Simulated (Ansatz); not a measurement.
# Zone-centre phonons of Pt at 11 GPa: input and output

All numbers below come from Ansatz 0.2.0, DFT LDA, scalar-relativistic, plane waves, PAW.

Launched with:
```bash
ansatz run input.yaml --threads 1 --pin off --max-ram 3072MiB --backend cpu --events-out ev --progress --plain --runs-dir out
```

Input (bare energies are in eV):
```yaml
crystal:
  lattice:
    - [2.693160272, 0.0, 0.0]
    - [-1.346580136, 2.332345212, 0.0]
    - [0.0, 0.0, 4.5819302342]
  atoms:
    - { symbol: Pt, position: [0.6666666667, 0.3333333333, 0.75] }
    - { symbol: Pt, position: [0.3333333333, 0.6666666667, 0.25] }
basis:
  ecutwfc: 420
kpoints:
  mp_grid: { grid: [18, 18, 10] }
hamiltonian:
  xc: lda
scf:
  occupations: { method: fermi_dirac, width: 0.15 }
output:
  eigenvalues: true
phonons:
  method: dfpt
  eigenvectors: true
```

The end of the output:
```
--- Phonons (Γ-DFPT): 2 representative perturbations + reference, on 546 of 3240 k-points (Σ response iterations 6) ---
  k mesh reduced under 4 symmetry operations, with k and −k counted as one. Each operation leaves every solved displacement unchanged or reverses it
  ASR residual: 3.274e-4 → 0.000e0 eV/Å²; symmetrization residual: 6.217e-13 eV/Å²
  ASR residual per site (eV/Å²): 3.27e-4 3.27e-4
  Γ frequencies (cm⁻¹): 0.00 0.00 0.00 43.99 43.99 204.19
  non-analytic LO–TO correction: not included (Born effective charges unavailable; polar crystals: no LO–TO splitting at Γ)
```

It took 88 s on 1 thread of AMD EPYC 7R43 64-Core Processor (Zen 3), with other jobs on the host, peak memory 1.2 GiB.

In a metal, frequencies and elastic constants depend on the k mesh and the smearing, soft modes and shear constants most. Spin–orbit coupling is left out, which can shift energies with elements as heavy as these. Other phases may be more stable at this pressure.

This form isn't the element's structure at ambient conditions.